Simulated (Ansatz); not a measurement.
Ca(CdAs)₂ (space group P-3m1)

```
Ca(CdAs)2
1.0
    4.40788     0.00000     0.00000
   -2.20394     3.81733     0.00000
    0.00000     0.00000     7.19731
Ca Cd As
1 2 2
Direct
  0.00000   0.00000   0.00000
  0.33333   0.66667   0.63374
  0.66667   0.33333   0.36626
  0.33333   0.66667   0.23753
  0.66667   0.33333   0.76247
```

The slice is a (1 -1 0 0) plane (indices of the conventional cell) through the point (0.667, 0.333, 0.366) (fractional), spanned by u = [110] and v = [001] in vectors of this cell: u (4.41 Å) and v (7.20 Å, at 90° to u). It covers one period; positions are fractions (u, v).

Level of theory: r2SCAN (plane waves to 500 eV, PAW, scalar-relativistic; Ansatz, a first-principles code). k mesh 9×9×5. Near the nuclei the fields are pseudised (PAW); where an atom keeps semicore shells as valence, they peak there. Ca(CdAs)2 was relaxed with its symmetry unable to fall.

Problem. The ELF has a maximum in the middle third of the Cd–As line. Where, and how high?

Solution. 0.64, 1.8 Å from Cd.

Problem. What is the ELF at the density minimum of the shortest Cd–As line in this plane (2.85 Å)?

Solution. 0.26.

Problem. Sketch the valence electron density on this plane as a map.

Solution. 
| v \ u | 0.00 | 0.10 | 0.20 | 0.30 | 0.40 | 0.50 | 0.60 | 0.70 | 0.80 | 0.90 |
|---|---|---|---|---|---|---|---|---|---|---|
| 0.88 | 0.0 | -0.2 | -0.7 | -0.8 | -0.7 | -0.6 | -0.7 | -0.8 | -0.7 | -0.2 |
| 0.75 | -1.3 | -1.3 | -1.2 | -1.1 | -0.9 | -0.8 | -0.9 | -1.1 | -1.2 | -1.3 |
| 0.62 | -1.0 | -1.1 | -1.2 | -1.3 | -1.2 | -1.1 | -1.2 | -1.3 | -1.2 | -1.1 |
| 0.50 | 0.1 | -0.1 | -0.5 | -0.8 | -1.2 | -1.3 | -1.2 | -0.8 | -0.5 | -0.1 |
| 0.38 | 1.5 | 0.9 | -0.2 | -0.6 | -0.9 | -1.0 | -0.9 | -0.6 | -0.2 | 0.9 |
| 0.25 | -0.4 | -0.4 | -0.7 | -0.8 | -0.9 | -0.8 | -0.9 | -0.8 | -0.7 | -0.4 |
| 0.12 | 0.0 | -0.2 | -0.7 | -1.0 | -1.2 | -1.2 | -1.2 | -1.0 | -0.7 | -0.2 |
| 0.00 | 1.4 | 1.1 | 0.0 | -0.7 | -0.9 | -0.9 | -0.9 | -0.7 | 0.0 | 1.1 |

Values: log₁₀ of the valence density in e/Å³. The scale is logarithmic, as a density can span decades between atoms and voids.
